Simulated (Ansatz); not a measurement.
With the program Ansatz at the r²SCAN level (PAW), InSn₂Sb in the trigonal phase (R3m; In on 3a, Sb on 3a, Sn on 3a, Sn on 3a) relaxes to a = 4.685 Å, c = 22.655 Å. In has 4 nearest neighbours from 2.77 Å (tetrahedral); Sb has 4 nearest neighbours from 2.92 Å (tetrahedral); Sn on 3a has 4 nearest neighbours from 2.84 Å (tetrahedral); Sn on 3a has 4 nearest neighbours from 2.77 Å (tetrahedral). Against the elements it lies at 1.0 kJ/mol of atoms, with no fitted shifts.

Electronic character: metallic (no gap).

The bulk modulus is 393 kbar. Bader charges are In +0.24, Sb -0.36, Sn -0.15 to +0.27 e.

The start of the workflow was typed in or built on a structure type; neither database checked (COD, Materials Project) lists it. Whether it is the stable phase at ambient conditions was not checked. Symmetry was held in the r²SCAN relaxation; its stability against distortions is not shown here. The volume moved by 33 % from the start of the relaxation. The references are the lowest solids computed at this level, not always the standard phases. Scalar-relativistic: spin–orbit coupling is off unless named, which matters more the heavier the elements.

Potentials: the earlier of the program's two PAW sets.
